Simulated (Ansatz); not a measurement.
Relaxed AlN (wurtzite):

```yaml
crystal:
  lattice:
    - [3.13030, 0.00000, 0.00000]
    - [-1.56515, 2.71092, 0.00000]
    - [0.00000, 0.00000, 5.01801]
  atoms:
    - { symbol: Al, position: [0.66667, 0.33333, 0.00337] }
    - { symbol: Al, position: [0.33333, 0.66667, 0.50337] }
    - { symbol: N, position: [0.66667, 0.33333, 0.62183] }
    - { symbol: N, position: [0.33333, 0.66667, 0.12183] }
```

All values below come from PBE (plane waves to 420 eV, PAW, scalar-relativistic; Ansatz, a program for electronic structure). k mesh 10×10×6 (Γ-centred), Fermi-Dirac smearing 0.05 eV. AlN was relaxed with its symmetry unable to fall.

One atom of the cell was then moved (with its periodic images), all else fixed, and the forces (eV/Å) came out as:

| atom | Fx | Fy | Fz |
|---|---|---|---|
| Al1 | -1.369 | -1.055 | -0.204 |
| Al2 | -0.120 | -0.120 | -0.027 |
| N3 | -0.067 | -0.056 | 0.005 |
| N4 | 1.556 | 1.231 | 0.226 |

Which atom was moved, and by which vector (Å)?

N4, by (-0.08, -0.08, 0.00), 0.11 Å in all.

(For displaced atoms, the force is minus the slope of the energy, and its curvature is a force constant, which sets phonon frequencies.)
